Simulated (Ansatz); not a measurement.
# BaAs$_{2}$Rh$_{2}$: do energies and stresses tell the same story?

All numbers below come from DFT r2SCAN, scalar-relativistic, plane waves, PAW in Ansatz.

Cutoff 500 eV; k points 12×12×12 on the computed 5-atom cell (Γ-centred); Gaussian smearing, width 0.10 eV; no spin polarisation.

Relaxed cell: I4/mmm, a = 4.055 Å, b = 4.055 Å, c = 13.015 Å, α = 90.00°, β = 90.00°, γ = 90.00°, 5 atoms in the primitive cell. Whether it is the stable form of this composition wasn't checked.

Energies at zero smearing and pressures from the stress tensor, at volumes with shape and atoms relaxed:
| V (Å³/atom) | E − E(first) (meV/atom) | P (GPa) |
| --- | --- | --- |
| 18.832 | 0.00 | 14.02 |
| 19.474 | -46.89 | 9.55 |
| 20.116 | -77.33 | 5.79 |
| 20.758 | -93.96 | 2.63 |
| 21.400 | -98.98 | 0.00 |
| 22.042 | -94.27 | -2.22 |
| 22.684 | -81.41 | -4.06 |
| 23.540 | -53.97 | -6.01 |

Q: Check P = −dE/dV between neighbouring volumes, and get the bulk modulus from the pressures alone.

A: With 1 eV/Å³ = 160.2 GPa:
```json
{"middle V (Å³/atom)": "19.153", "−ΔE/ΔV (GPa)": "11.701", "mean P (GPa)": "11.781"}
{"middle V (Å³/atom)": "19.795", "−ΔE/ΔV (GPa)": "7.598", "mean P (GPa)": "7.667"}
{"middle V (Å³/atom)": "20.437", "−ΔE/ΔV (GPa)": "4.149", "mean P (GPa)": "4.210"}
{"middle V (Å³/atom)": "21.079", "−ΔE/ΔV (GPa)": "1.253", "mean P (GPa)": "1.316"}
{"middle V (Å³/atom)": "21.721", "−ΔE/ΔV (GPa)": "-1.176", "mean P (GPa)": "-1.111"}
{"middle V (Å³/atom)": "22.363", "−ΔE/ΔV (GPa)": "-3.208", "mean P (GPa)": "-3.138"}
{"middle V (Å³/atom)": "23.112", "−ΔE/ΔV (GPa)": "-5.137", "mean P (GPa)": "-5.034"}
```

The two differ by 0.10 GPa at most. The mean of two end pressures misses the average over a step by about ΔV² P″/12, up to 0.07 GPa here; with that taken off 0.06 GPa remains. The stress is the derivative of the free energy, not of the energy at zero smearing, and with free energies 0.01 GPa remains. Around V = 21.400 Å³/atom, the two neighbours give B = −V ΔP/ΔV = 21.400 × 4.85 / 1.284 = 80.9 GPa, against B0 = 80.6 GPa from the Birch–Murnaghan fit of the energies.

Cost: 9 runs of about 72 core-minutes in all, on Arm Neoverse V1 (shared hosts).